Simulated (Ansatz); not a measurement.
The end point of a relaxation of P. Method: r2SCAN (plane waves to 500 eV, PAW, scalar-relativistic; Ansatz, a quantum-chemistry and plane-wave program).

```xyz
1
Lattice="2.4365 0.0000 0.0000 0.0000 2.4365 0.0000 0.0000 0.0000 2.4365" Properties=species:S:1:pos:R:3 pbc="T T T"
P      0.0000     0.0000     0.0000
```

Problem. Determine the symmetry and give the standard cell with its independent sites.

Solution. Space group Pm-3m (No. 221); a = 2.4365 Å, b = 2.4365 Å, c = 2.4365 Å, α = 90.00°, β = 90.00°, γ = 90.00°

```csv
atom,site,symmetry,x,y,z
P,1a,m-3m,0.0000,0.0000,0.0000
```

This is the simple cubic type.

Problem. Give the shortest distances between elements (the closest pairs, up to four, under 3.6 Å).

Solution. P–P 2.44 Å.

The volume per atom comes out as 14.46 Å³. The band gap comes out as no gap (metallic).

No spin polarisation in the result. The relaxed primitive cell holds an odd number of electrons. A magnetic state may lie lower.

The run could not lose the symmetry of its start.

The relaxed structure has the type that P is known to take under pressure; here it was relaxed at zero pressure, from a generated start.
